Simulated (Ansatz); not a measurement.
Input:

In2TeO2:
Space group P-3m1 (No. 164); a = 3.7425 Å, b = 3.7425 Å, c = 7.1871 Å, α = 90.00°, β = 90.00°, γ = 120.00°

```json
[
 {"atom": "In", "site": "2d", "symmetry": "3m.", "x": "0.3333", "y": "0.6667", "z": "0.1918"},
 {"atom": "Te", "site": "1b", "symmetry": "-3m.", "x": "0.0000", "y": "0.0000", "z": "0.5000"},
 {"atom": "O", "site": "2d", "symmetry": "3m.", "x": "0.6667", "y": "0.3333", "z": "0.1192"}
]
```

This is the PBEsol-relaxed structure.

Problem. All from PBEsol in the plane-wave PAW code Ansatz, unless another level is named. Predict the electronic character.

Solution. metallic (no gap).

Problem. Give the density of states at the Fermi level.

Solution. 0.23 states/eV per atom (mean over ±0.08 eV).

Problem. Predict the formation energy from the elements (no fitted shifts).

Solution. -0.95 eV/atom.

Problem. Next, the gap with spin–orbit coupling?

Solution. none (metallic).

The start of the workflow was typed in or built on a structure type; neither database checked (COD, Materials Project) lists it. Whether it is the stable phase at ambient conditions was not checked. Symmetry was held in the PBEsol relaxation; whether a distortion lowers the energy is not shown. The references are the lowest solids computed at this level, not always the standard phases (solids in place of the gases). Scalar-relativistic: spin–orbit coupling is off unless named, which matters more the heavier the elements.

Potentials: the later of the program's two PAW sets.
